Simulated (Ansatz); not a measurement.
BP in space group P6_3/mmc (No. 194; B on 2c, P on 2d), a = b = 3.200 Å, c = 7.592 Å, α = β = 90.00°, γ = 120.00°.

Relaxed with PBE+D3(BJ). The program Ansatz at the PBE+D3(BJ) level (PAW) gives a gap of 0.55 eV.

Task: What gap does HSE06 give on the same cell (Ansatz, PAW)?

Result: 1.00 eV, 0.45 eV more. The hybrid was solved on a coarser mesh and at special points; its gap is the smallest among all of these.

| k | v1 PBE+D3(BJ) | c1 PBE+D3(BJ) | v1 HSE06 | c1 HSE06 |
|---|---|---|---|---|
| Γ | -1.71 | 3.60 | … | … |
| A | -1.76 | 4.58 | … | … |
| K | -0.58 | 1.35 | -0.56 | 1.81 |
| H | -0.13 | 0.69 | … | … |
| M | -0.34 | 0.55 | -0.41 | 1.00 |
| L | -1.22 | 1.27 | … | … |

Task: Top valence (v1) and lowest conduction level (c1) in eV from each method's valence maximum (which need not be a listed point): supply the withheld HSE06 values.

Result: 
- A, v1 HSE06: -2.17
- A, c1 HSE06: 5.46
- Γ, v1 HSE06: -2.12
- Γ, c1 HSE06: 4.13
- L, v1 HSE06: -1.36
- L, c1 HSE06: 1.76
- H, v1 HSE06: -0.14
- H, c1 HSE06: 1.15

Cost on shared cores: the PBE+D3(BJ) run (SCF on a 10×10×4 mesh, then bands and DOS) very roughly 15 core-seconds, the HSE06 run (SCF on 7×7×3, then a few points) very roughly 80 core-seconds; the tasks are unlike.

The cell is a constructed one: a structure type filled with these elements; neither database checked (COD, Materials Project) lists it. It is not the phase usual at ambient conditions (space group No. 216). The cell was relaxed with PBE+D3(BJ) under the symmetry of its start; phonons on a q-mesh show weakly imaginary modes.

Potentials: the later of the program's two PAW sets.
